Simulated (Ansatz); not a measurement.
NbSi₂ (CrSi2 type, space group P6_222)

```
NbSi2
1.0
    4.81046     0.00000     0.00000
   -2.40523     4.16598     0.00000
    0.00000     0.00000     6.61846
Nb Si
3 6
Direct
  0.50000   0.00000   0.00000
  0.50000   0.50000   0.33333
  0.00000   0.50000   0.66667
  0.15931   0.31861   0.00000
  0.84069   0.15931   0.33333
  0.68139   0.84069   0.66667
  0.84069   0.68139   0.00000
  0.15931   0.84069   0.33333
  0.31861   0.15931   0.66667
```

This relaxed cell (volume V₀) is scaled evenly in all directions, its shape held. The atoms relax within the cell's symmetry.

These are PBE (plane waves to 420 eV, PAW, scalar-relativistic; Ansatz, a first-principles code) values and carry that method's errors. k mesh 11×11×7 (Γ-centred), Fermi-Dirac smearing 0.05 eV. The energy includes the smearing's −TS. Compression counts positive. With the shape held, the modulus is that of even scaling; a crystal free to change shape is softer. NbSi2 is run without spin polarisation. NbSi2 was relaxed with its symmetry unable to fall. The zero of ΔE is the relaxed starting cell. The last digit holds for this mesh only.

```
V (Å³/atom)  ΔE (meV/atom)
-----------  -------------
12.379               280.7
12.772               184.7
13.165               112.2
13.558                59.9
13.951                25.3
14.344                 6.0
14.737                 0.0
15.130                 5.5
15.523                21.0
15.916                45.1
16.309            withheld
16.702               114.8
17.095               158.5
```

Task: Fit a third-order Birch-Murnaghan form (E₀, V₀, B₀, B₀′ free) to the given rows and predict ΔE at V = 16.309.

Result: Least squares on the 12 given rows: ΔE = E₀ + (9V₀B₀/16)·y²·[2 + (B₀′ − 4)y], y = (V₀/V)^(2/3) − 1, with V₀ = 14.738 Å³/atom, B₀ = 175.2 GPa (160.2 GPa = 1 eV/Å³; the term in eV is multiplied by 1000), B₀′ = 4.30, E₀ = 0.07 meV/atom; root-mean-square residual 0.09 meV/atom. At 16.309 the fit gives 76.6 meV/atom; the calculation gives 76.7 meV/atom, so the interpolation is off by -0.1 (-0.1 %). For the pressure the fit gives -14.3 GPa against the computed -14.3 GPa.

(A scan under strain: stresses follow from slopes of the energy per volume, elastic moduli from its curvatures.)
